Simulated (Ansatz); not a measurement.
Method: PBE, scalar-relativistic; collinear spin; PAW, 420 eV, 10×10×6 k-mesh, Gaussian smearing of 0.05 eV; code Ansatz. The datasets are Ansatz's generated set soft_2.

A compound XSe has these computed properties.

```json
{
  "Space group": "P6_3/mmc (No. 194)",
  "Conventional cell": "a = 4.073 Å, b = 4.073 Å, c = 5.099 Å, α = 90.00°, β = 90.00°, γ = 120.00°",
  "Volume": "18.31 Å³/atom",
  "Band gap": "zero (metallic)",
  "Density of states at the Fermi level": "0.89 states/(eV·atom)",
  "Magnetic state": "non-magnetic",
  "Site spin moments": "none",
  "Bader charges": "X 0.72; Se -0.72 e",
  "Formation energy from the elements (0 K, uncorrected)": "0.09 eV/atom (unstable against the elements)",
  "Bulk modulus (Birch–Murnaghan)": "140 GPa",
  "Pressure derivative B0′": "5.1"
}
```

Sites: X on 2a, Se on 2c.

Which element is X?
A. Mo
B. Zr
C. Tc
D. Nb

A. X is Mo, so the compound is MoSe.

This is a trial structure made by placing the elements on a prototype's sites, so it needn't be the stable form.
